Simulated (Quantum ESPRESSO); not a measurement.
SiO2 has the orthorhombic space group Ama2 (No. 40), Pearson symbol oS24. Conventional cell: a = 8.2771 Å, b = 8.8087 Å, c = 4.9620 Å, α = β = γ = 90.00°. O1 on 4a sees 2 Si at 1.613 Å (bent). O2 on 8c has 2 Si at 1.611 Å (bent). O3 on 4b has 2 Si at 1.611 Å (bent). Si on 8c sees 4 O at 1.611–1.613 Å (tetrahedral). (Neighbours: up to the widest gap in distance over summed covalent radii, below 1.35, at either atom.)
(The calculation used a cell of 12 atoms; values per cell refer to that cell.)

The geometry is that of Materials Project entry mp-554573, symmetrised and not relaxed again.

What does PBEsol (Quantum ESPRESSO, PseudoDojo norm-conserving, 84 Ry, no spin-orbit coupling) give for the electronic structure near the Fermi level?

The PBEsol gap is direct, 5.81 eV at Γ. 

This is not the ordinary phase of the substance; no match was found in the copy of COD used, and its stability was not checked.

Letters of k points follow the standard setting of the lattice, whose axes may be ordered differently from the printed cell.
